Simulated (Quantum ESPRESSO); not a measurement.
## One change at a time to Al3Mo4Sn

Calculated results; nothing here was measured. They come from Quantum ESPRESSO 7.5, a public plane-wave density functional program. Each row is one single-point run on a made-up periodic cell of eight metal atoms, with elements, volume, strain and displacements drawn at random and not relaxed, so a cell may be unstable or far from any real phase. There is no spin polarisation or spin-orbit coupling.

Settings: PBE unless stated; PseudoDojo standard norm-conserving files; Fermi-Dirac width 0.25 eV, which means electrons at about 2900 K; cutoff 1088 eV; 6 x 6 x 4 k mesh shifted half a step off Gamma. E is the free energy of the whole cell (internal energy minus TS), so a -TS column is already part of it. Stress is positive in tension, and the pressure P is minus a third of its trace.

Checks: one run of this series was repeated at a higher cutoff and on a denser mesh, which moved values by no more than 0.002 eV, 0.04 GPa and 0.008 eV/Å, and a second program with other atomic files agreed on it to 2 % rms in force and 0.5 GPa in pressure. Known limits: the tin pseudopotential is less sure than most, with forces differing by about three percent from a second method on plain tin; heavy elements are run without spin-orbit coupling, which real alloys of them have; a spin test at this wide smearing found no moment, but such smearing suppresses magnetism that the real alloy may have.

The lattice is face-centred cubic, and the cell vectors in Å are (1.922, 4.035, 1.973); (1.909, -3.991, 1.899); (1.984, -0.052, -5.876), a volume of 121.16 Å³ in run 1. The elements on sites 1 to 8 are Al Mo Mo Al Mo Mo Sn Al. Each later run makes one change to run 1 and keeps the rest. E is counted from run 1, and is n/a where other atomic files have another zero of energy.

| run | change | V (Å³) | P (GPa) | -TS (eV) | rms force (eV/Å) | largest change of a force component (eV/Å) | E (eV) |
|---|---|---|---|---|---|---|---|
| 1 | none | 121.16 | 18.26 | -1.122 | 1.017 | 0.000 | 0.000 |
| 2 | sites 4 and 6 exchanged | 121.16 | 18.64 | -1.133 | 1.003 | 1.618 | 0.018 |
| 3 | all lengths scaled by +1.50 % | 126.69 | 8.63 | -1.180 | 0.886 | 0.320 | -0.459 |
| 4 | LDA in place of PBE | 121.16 | 8.29 | -1.127 | 0.932 | 0.235 | n/a |
| 5 | Hf on site 8 | 121.16 | 29.31 | -1.200 | 1.184 | 1.362 | n/a |
| 6 | site 4 moved by -0.19 Å along y | 121.16 | 18.26 | -1.128 | 0.994 | 1.554 | ? |

## Worked estimate

Along the move dE = -F dx. The force on site 4 along y is -0.602 eV/Å in run 1 and 0.952 eV/Å in run 6, and the move is -0.19 Å, so the mean force times the move gives an estimate.

## Withheld value

Question: what E should run 6 give?

The estimate is 0.033 eV. The calculation gave 0.033 eV.
